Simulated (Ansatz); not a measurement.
**Cs2SrAl2, a disordered cell**

```
Cs Sr Al
1.0
     6.13828   -1.24621    1.11688
     0.45069    4.41894   -0.08695
     0.55556   -0.13401    5.80093
Cs Sr Al
2 1 2
Direct
  0.10974 0.76441 0.87926
  0.59481 0.32692 0.82583
  0.50524 0.81685 0.31579
  0.97032 0.55236 0.39798
  0.22669 0.26487 0.50215
```

Single point in Ansatz 0.2.0 with PBE, no spin polarisation. Cutoff 420 eV, PAW datasets, 3×4×3 (shifted by 0, 0, 0.5 steps) k mesh, fermi-dirac filling (width 0.1 eV).

Stress: The pressure is 11.3 GPa (compression positive), so with the atoms held at these fractions the cell would first expand; the forces are large, so a full relaxation may end otherwise. The principal stresses 6.9, 11.8, 15.3 GPa differ, so its shape would change too.
Formation energy: 0.92 eV an atom against the elements' usual phases (free molecules for gases, crystals otherwise, with no correction for O₂ or N₂), so at this geometry it isn't bound against them. Relaxing would lower it.
Electronic structure: It is a metal, with about 3.4 states/eV a cell as the mean within 0.25 eV of the Fermi level.
Forces: The largest is on Sr3: 1.81 eV/Å, components (1.67, -0.58, -0.40). It makes 142° with the line to a nearest neighbour, Al5 at 2.79 Å, pointing away from it.

Origin: a disordered cell, so it need not be a known compound. Caveats: the k mesh is coarse if the cell is a metal; atoms or cell far from equilibrium.
